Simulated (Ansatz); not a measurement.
A relaxed cell of Si3Mo is given with its symmetry left out. The cell was found from a structure generator's guess, not taken from experiment.

Level of theory: DFT PBE, scalar-relativistic, plane waves, PAW in Ansatz. Cutoff 420 eV, Γ-centred mesh, Gaussian smearing, no spin polarisation.

```
Si Mo
1.0
     3.91036   -2.50515    0.00000
     3.91036    2.50515    0.00000
     0.00000    0.00000    5.89850
Si Mo
6 2
Direct
  0.60093 0.39907 0.12735
  0.39907 0.60093 0.62735
  0.42647 0.00689 0.31789
  0.00689 0.42647 0.81789
  0.99311 0.57353 0.31789
  0.57353 0.99311 0.81789
  0.88681 0.11319 0.48560
  0.11319 0.88681 0.98560
```

The zero of energy is the elements' standard structures at the same level; no fitted shifts are applied.

**Question.** What space group does it have?

**Answer.** Cmc2_1 (No. 36). Conventional cell: a = 7.821 Å, b = 5.010 Å, c = 5.899 Å. Si on a site of symmetry m has 4 Si at 2.54–2.67 Å, 3 Mo at 2.55–2.70 Å, 2 Si at 2.82 Å and 4 Si at 3.12–3.27 Å; Si on a site of symmetry 1 is surrounded by 3 Mo at 2.54–2.64 Å, 4 Si at 2.54–2.67 Å, 1 Si at 2.82 Å, 2 Si at 3.02 Å and 2 Si at 3.27–3.39 Å; Mo has 9 Si at 2.54–2.70 Å.

**Question.** How far does it lie from the elements in energy?

**Answer.** −0.07 eV/atom. It lies below the elements, which doesn't yet make it stable against other compounds or structures.

**Question.** Is it a metal?

**Answer.** Yes, bands cross the Fermi level on the 10×10×6 mesh.

The last run used a 10×10×6 mesh (in the run's order of axes) for its 8-atom cell and Gaussian smearing of 0.10 eV. This cell was reached by moving the atoms of another relaxed cell at random and relaxing again, last within the group found; it had no such test of its own.
